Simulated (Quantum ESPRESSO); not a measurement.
## AlHf4TiGa2 (different elements on one site, starting from this cell)

A calculation, not a measurement. The program is pw.x of Quantum ESPRESSO 7.5 (plane-wave density functional theory). The cell is made up: eight metal atoms on a hexagonal close-packed lattice, with elements, volume, strain and displacements drawn at random and not relaxed, so it may be unstable or far from any real phase. PseudoDojo standard norm-conserving files set the functional (PBE unless stated); there is no spin polarisation or spin-orbit coupling, the Fermi-Dirac width of 0.25 eV means electrons at about 2900 K, and the masses in the input are unused placeholders. Heavy elements are run without spin-orbit coupling, which real alloys of them have. A spin test at this wide smearing found no moment, but such smearing suppresses magnetism that the real alloy may have.

The runs put different elements on site 4. Cell, positions, cutoff, mesh and smearing stay as in the input of run 1; sites are counted in its order. Stress in the tables is positive in tension.

Input of run 1:

```
&control calculation='scf', pseudo_dir='./dojo.nc.sr.pbe.v0_5.standard.upf', outdir='./o', disk_io='minimal', tprnfor=.true., tstress=.true. /
&system ibrav=0, nat=8, ntyp=4, nbnd=59, ecutwfc=87.97787729, nosym=.true., tot_charge=0,
 occupations='smearing', smearing='fd', degauss=0.0183746611
/
&electrons conv_thr=1.470e-08, electron_maxstep=70, mixing_beta=0.5 /
ATOMIC_SPECIES
Al 1.0 Al.upf
Ga 1.0 Ga.upf
Hf 1.0 Hf.upf
Ti 1.0 Ti.upf
CELL_PARAMETERS angstrom
4.5962 -2.6472 -0.0494
-3.0494 -0.0679 -5.0262
3.0759 5.3147 0.0557
ATOMIC_POSITIONS angstrom
Al 0.0246 -0.0241 0.0858
Hf 1.5819 2.6496 0.0301
Hf -0.0333 1.7046 -2.5669
Ti 1.623 4.3924 -2.5038
Hf 3.0355 -0.0577 -0.0246
Hf 4.6354 2.6413 0.0408
Ga 1.5692 -0.9052 -2.5432
Ga 3.0351 1.7522 -2.4069
K_POINTS automatic
5 5 4 1 1 1
```

```
run  elements on sites 1 to 8  -TS (eV)  pressure (GPa)  stress xx (GPa)  stress yy (GPa)  stress zz (GPa)  stress yz (GPa)  stress xz (GPa)  stress xy (GPa)  iterations
  1   Al Hf Hf Ti Hf Hf Ga Ga    -1.563           -4.56             4.41             3.75             5.53             0.90             0.03            -0.83          14
  2   Al Hf Hf Zr Hf Hf Ga Ga    -1.425           -1.34             1.64             0.43             1.96             1.02             0.24            -1.23          13
  3   Al Hf Hf Rh Hf Hf Ga Ga    -1.588           -7.37             6.77             7.15             8.17             0.31            -0.33            -0.01          14
  4   Al Hf Hf Hf Hf Hf Ga Ga    -1.398           -1.87             2.16             0.84             2.61             1.16             0.19            -1.29          12
  5    Al Hf Hf W Hf Hf Ga Ga    -1.472           -7.40             6.44             7.13             8.64             0.42            -0.45            -0.01          14
```

Forces Fx Fy Fz (eV/Å):

```
site              run 1             run 2              run 3             run 4              run 5
   1  -0.06 -0.05 -0.29  -0.15 0.06 -0.43    0.07 -0.16 0.02  -0.15 0.04 -0.43   0.00 -0.10 -0.19
   2    -0.43 0.10 0.55  -0.39 -0.12 0.86   -0.62 0.52 -0.01  -0.42 -0.08 0.82    -0.56 0.37 0.16
   3    0.89 -0.18 1.01   1.07 -0.06 1.00    0.24 -0.35 1.13   1.07 -0.02 1.00    0.69 -0.23 1.18
   4   -0.21 -0.28 0.12  -0.43 -0.30 0.41   0.03 -0.11 -0.07  -0.42 -0.36 0.35  -0.25 -0.18 -0.08
   5    0.09 0.12 -0.12   0.26 0.19 -0.45    0.03 0.09 -0.05   0.22 0.19 -0.37   -0.08 -0.09 0.22
   6    0.06 0.22 -0.83  -0.12 0.18 -0.95    0.33 0.14 -0.59  -0.07 0.20 -0.94    0.35 0.26 -0.85
   7  -0.34 -0.10 -0.12  -0.24 0.07 -0.14  -0.21 -0.30 -0.06  -0.25 0.02 -0.13  -0.35 -0.31 -0.10
   8    0.02 0.16 -0.32  0.00 -0.03 -0.30    0.12 0.16 -0.37   0.03 0.01 -0.30    0.20 0.28 -0.34
```

Energies are left out, as each element's file has its own zero. A rerun of one cell of this series at a higher cutoff and on a denser mesh moved values by no more than 0.005 eV in energy, 0.03 GPa in stress and 0.008 eV/Å in force, and a second program with other atomic files agreed on that cell to 2 % rms in force and 0.5 GPa in pressure.